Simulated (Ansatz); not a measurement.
A geometry of SnO2 away from equilibrium: step 3 of the relaxation of a randomly generated symmetric cell of SnO2 (space group No. 166). Method: r2SCAN (plane waves to 500 eV, PAW, scalar-relativistic; Ansatz, a program for electronic structure). Γ-centred k-mesh 8×8×8 on the run's cell, Fermi–Dirac smearing 0.05 eV. The plane waves were selected for a different cell earlier on the path.

```
CELL_PARAMETERS angstrom
      3.15813     1.82335     2.27259
     -3.15813     1.82335     2.27259
      0.00000    -3.64669     2.27259
ATOMIC_POSITIONS crystal
  O  0.00000 0.00000 0.50000
  O  0.50000 0.00000 0.00000
  O  0.00000 0.50000 0.00000
  O  0.00000 0.00000 0.00000
  Sn 0.68622 0.68622 0.68622
  Sn 0.31378 0.31378 0.31378
```

Problem. Give the Cartesian forces on all atoms (eV/Å).

Solution. 
```tsv
atom	Fx	Fy	Fz
O1	0.00	0.00	0.00
O2	0.00	0.00	0.00
O3	0.00	0.00	0.00
O4	0.00	0.00	0.00
Sn5	0.00	0.00	5.35
Sn6	0.00	0.00	-5.35
```

The path ends in R-3m (No. 166). No spin polarisation in the result.

The run could not lose the symmetry of its start.

The first start was generated by a random draw of sites in a space group. Materials Project lists a structure of SnO2 in the same space group, R-3m (No. 166); the sites were not compared with it, nor with measured phases. Known forms of SnO2 include space group No. 136.
